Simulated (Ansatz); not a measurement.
TiHg: strain energy, fitted

TiHg, P4/mmm, a = 2.985 Å, c = 4.109 Å. The structure is a COD entry; whether it is the stable form wasn't checked. Ansatz: r2SCAN, PAW, 500 eV, Γ-centred 14×14×10 mesh on 2 atoms, Gaussian smearing 0.10 eV; no spin polarisation. Series: uniaxial strain along a, with b, c and atoms relaxed; x is the strain in per cent. y is the free energy over the unstrained cell, V0 = 18.303 Å³/atom.

```tsv
x (%)	y (meV/atom)
-2.0	?
-1.0	0.64
0.0	0.00
1.0	0.61
2.0	2.21
```

Problem. Fit y = c2 x² + c3 x³ to the other rows, turn c2 into a modulus, and predict the missing energy.

Solution. Least squares on the rows shown. y = 0.6167 x² − 0.03159 x³. In eV per unit strain² c2 is 6.167; this is Young's modulus along the axis (E = ½ Y V0 ε²): 2 × 6.167 × 160.2 / (18.303) = 108 GPa. Energies this small carry numerical noise of a few hundredths of a meV. At x = -2.0 the fit asked for gives 2.72 meV/atom. The run gave 2.74 meV/atom, so the fit is 0.02 meV/atom too low, within twice the rms miss on the fitted rows (0.02 meV/atom). The form still works here, 33 % of the fitted range beyond its end.

Spin–orbit coupling is left out, which can shift energies with elements as heavy as these.